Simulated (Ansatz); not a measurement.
## Structures of AgPd2: which is lowest?

Plane-wave DFT in Ansatz with scalar-relativistic PAW potentials, cutoff 420 eV, Γ-centred meshes chosen by cell and gap, Gaussian smearing with energies taken to zero width. Every cell was relaxed (cell and atoms) in a run of its own, within the symmetry of its start. Functional: PBE.

Relaxed structures (starts from databases or built by putting these elements on another compound's sites):
A. R-3m, 3 atoms in the computed cell, a = 2.815 Å, c = 21.086 Å; sites (symmetry × multiplicity) Ag -3m × 3, Pd 3m × 6; start: built
B. I4/mmm, 3 atoms in the computed cell, a = 3.300 Å, c = 8.961 Å; sites (symmetry × multiplicity) Ag 4/mmm × 2, Pd 4mm × 4; start: built
C. I4/mmm, 3 atoms in the computed cell, a = 3.759 Å, c = 8.194 Å; sites (symmetry × multiplicity) Ag 4/mmm × 2, Pd -4m2 × 4; start: built

Q: Rank them by energy. Could pressure change the order?

A:
| structure | group | E − E(lowest) (meV/atom) | V (Å³/atom) | gap on mesh (eV) |
| --- | --- | --- | --- | --- |
| A | R-3m | 0.0 | 16.08 | 0.00 |
| B | I4/mmm | 51 | 16.26 | 0.00 |
| C | I4/mmm | 384 | 19.30 | 0.00 |

A is lowest, 51 meV/atom under B. The lowest is also the densest of these, so pressure wouldn't bring one of the others in at first order. Other structures may lie lower than all of these, and vibrations aren't counted.